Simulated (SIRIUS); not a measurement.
## How a calculation on a (001) slab of CsPbBr3 (cut from a parent of space group no. 221; 10 atoms in the cell) responds to its settings

```yaml
crystal:
  lattice:
    - [5.94863, 0.00000, 0.00000]
    - [0.00000, 5.94863, 0.00000]
    - [0.00000, 0.00000, 20.92290]
  atoms:
    - { symbol: Cs, position: [0.00000, 0.00000, 0.42892] }
    - { symbol: Cs, position: [0.00000, 0.00000, 0.71323] }
    - { symbol: Pb, position: [0.50000, 0.50000, 0.28677] }
    - { symbol: Pb, position: [0.50000, 0.50000, 0.57108] }
    - { symbol: Br, position: [0.50000, 0.50000, 0.42892] }
    - { symbol: Br, position: [0.00000, 0.50000, 0.28677] }
    - { symbol: Br, position: [0.50000, 0.00000, 0.28677] }
    - { symbol: Br, position: [0.50000, 0.50000, 0.71323] }
    - { symbol: Br, position: [0.00000, 0.50000, 0.57108] }
    - { symbol: Br, position: [0.50000, 0.00000, 0.57108] }
```

Base run A: LDA (PW92), PseudoDojo 0.4 standard norm-conserving LDA (tails mended) pseudopotentials (SIRIUS), self-consistent single point.

Its settings: parameters.ngridk = 2 2 1; parameters.xc_functionals = [XC_LDA_X, XC_LDA_C_PW]; parameters.gk_cutoff = 7.483 1/bohr; parameters.pw_cutoff = 14.967 1/bohr; parameters.smearing = fermi_dirac; parameters.smearing_width = 0.00367493 Ha; potentials = PseudoDojo 0.4 standard norm-conserving LDA (tails mended) pseudopotentials; parameters.electronic_structure_method = pseudopotential; parameters.num_bands = 53; parameters.num_mag_dims = 0; parameters.num_dft_iter = 100; parameters.energy_tol = 1e-07 Ha; parameters.density_tol = 1e-06; mixer.type = anderson; mixer.beta = 0.7; mixer.use_hartree = false.

Spin-orbit coupling is left out, which matters for bands and gaps with elements this heavy. No dipole correction was used; where the two faces of such a cut differ, images can couple through a dipole. The bare cut can leave dangling bonds, and the run has no spin polarisation, so a lower magnetic or reconstructed surface may exist.

ΔF is the free energy per atom less that of run A. 

```
run                                  change  ΔF (meV/atom)  largest force (eV/Å)  gap on the mesh (eV)
---  --------------------------------------  -------------  --------------------  --------------------
A                                      base           0.00                 0.540                 1.873
B    atom 5 moved by -0.15 angstrom along z           -3.3                 0.519                 1.482
C    atom 5 moved by -0.08 angstrom along z           -3.0                 0.522                 1.686
D    atom 5 moved by -0.04 angstrom along z          -1.83                 0.524                 1.791
E    atom 5 moved by +0.04 angstrom along z            2.5                 0.705                 1.889
F    atom 5 moved by +0.08 angstrom along z            5.6                 0.872                 1.799
G    atom 5 moved by +0.15 angstrom along z           12.8                 1.179                 1.595
```

Run C against A: The free energy falls by 3.0 meV/atom, the largest force goes from 0.540 to 0.522 eV/Å and the gap on the mesh goes from 1.873 to 1.686 eV.

Run E against A: The free energy goes up by 2.5 meV/atom, the largest force goes from 0.540 to 0.705 eV/Å and the gap on the mesh goes from 1.873 to 1.889 eV.

“Tails mended”: in these copies of the files the far tail of each local potential was reset to the Coulomb form.
